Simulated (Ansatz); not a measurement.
Formation energies in the B–W system, lowest calculated structure of each composition. Computed with PBEsol (plane waves to 420 eV, PAW, scalar-relativistic; Ansatz, a quantum-chemistry and plane-wave program). Element references, the lowest calculated here: B (R-3m), W (Im-3m).

```csv
phase,x(W),space group,E_f (eV/atom)
B,0.000,R-3m,0.00
B2W,0.333,P6₃/mmc,-0.38
BW,0.500,I4₁/amd,-0.43
BW2,0.667,I4/mcm,-0.30
W,1.000,Im-3m,0.00
```

Problem. Construct the convex hull: which compounds lie on it, and how far above it are the others?

Solution. On the hull: BW2, BW, B2W. 

Problem. Work out the energy of BW against the hull of the other phases.

Solution. At x(W) = 0.500 the tie line joins B2W and BW2; the lever rule gives atom fractions 0.50 and 0.50. The mixture has E_f = 0.50 × (-0.38) + 0.50 × (-0.30) = -0.34 eV/atom, and BW has -0.43. So BW → 0.33 BW2 + 0.33 B2W costs 0.09 eV/atom: BW is stable against it.

This is the hull of the energies calculated here, no anion corrections; phases that were not calculated are missing from it. Values are rounded to 0.01 eV/atom. Spin-orbit coupling is missing from these energies, which matters for elements this heavy. The compounds carry no spin polarisation.
